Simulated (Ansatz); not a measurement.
Values for one crystal, relaxed and computed with DFT-PBE in the program Ansatz with PAW potentials; other levels are named.

* **Volume per atom**: 11.34 Å³
* **Electronic character**: metallic (no gap)
* **Density of states at the Fermi level**: 0.43 states/eV per atom (mean over ±0.08 eV)
* **Pressure derivative B′**: 5.4
* **Formation energy from the elements (no fitted shifts)**: 1.55 eV/atom
* **Bulk modulus (Birch–Murnaghan fit)**: 242 GPa
* **Gap with spin–orbit coupling**: none (metallic)

Q: Pick the material that matches.
A. PtC, P-6m2 (Pt on 1a, C on 1d)
B. NiC, rock salt
C. InMo3C, anti-perovskite
D. Co2C, P-3m1 (C on 1a, Co on 2d)

A: A, PtC, P-6m2 (Pt on 1a, C on 1d)

The start of the workflow was typed in or built on a structure type; neither database checked (COD, Materials Project) lists it. Its standing as an ambient phase is unchecked. The PBE relaxation kept the symmetry of its start; whether a distortion lowers the energy is not shown. No spin polarisation was allowed. Its formation energy is positive at this level, so the cell may be metastable or incomplete. The references are the lowest solids computed at this level, not always the standard phases. Spin–orbit coupling is left out wherever it is not named.

Potentials: the earlier of the program's two PAW sets.
